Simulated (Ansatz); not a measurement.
BeSe:
```xyz
2
Lattice="0.0000 2.5645 2.5645 2.5645 0.0000 2.5645 2.5645 2.5645 0.0000" Properties=species:S:1:pos:R:3 pbc="T T T"
Se     3.8467     3.8467     3.8467
Be     0.0000     0.0000     0.0000
```

Tensor components refer to the Cartesian frame of this cell.

Task: Give the proper piezoelectric stress tensor with relaxed ions from the program Ansatz at the PBEsol level (PAW).

Result: In C/m², rows x, y, z, Voigt columns; mesh uncertainty up to 0.00.
```
0.00  0.00  0.00  0.20  0.00  0.00
0.00  0.00  0.00  0.00  0.20  0.00
0.00  0.00  0.00  0.00  0.00  0.20
```

The elastic tensor of the same run (GPa):

|  | 1 | 2 | 3 | 4 | 5 | 6 |
|---|---|---|---|---|---|---|
| 1 | 131 | 53.6 | 53.6 | 0.0 | 0.0 | 0.0 |
| 2 | 53.6 | 131 | 53.6 | 0.0 | 0.0 | 0.0 |
| 3 | 53.6 | 53.6 | 131 | 0.0 | 0.0 | 0.0 |
| 4 | 0.0 | 0.0 | 0.0 | 67.2 | 0.0 | 0.0 |
| 5 | 0.0 | 0.0 | 0.0 | 0.0 | 67.2 | 0.0 |
| 6 | 0.0 | 0.0 | 0.0 | 0.0 | 0.0 | 67.2 |

Task: Convert to strain constants d = e·S.

Result: In pC/N:
```
0.0  0.0  0.0  2.9  0.0  0.0
0.0  0.0  0.0  0.0  2.9  0.0
0.0  0.0  0.0  0.0  0.0  2.9
```

Space group F-43m (zinc blende). The PBEsol relaxation kept the symmetry of its start.

Potentials: the later of the program's two PAW sets.
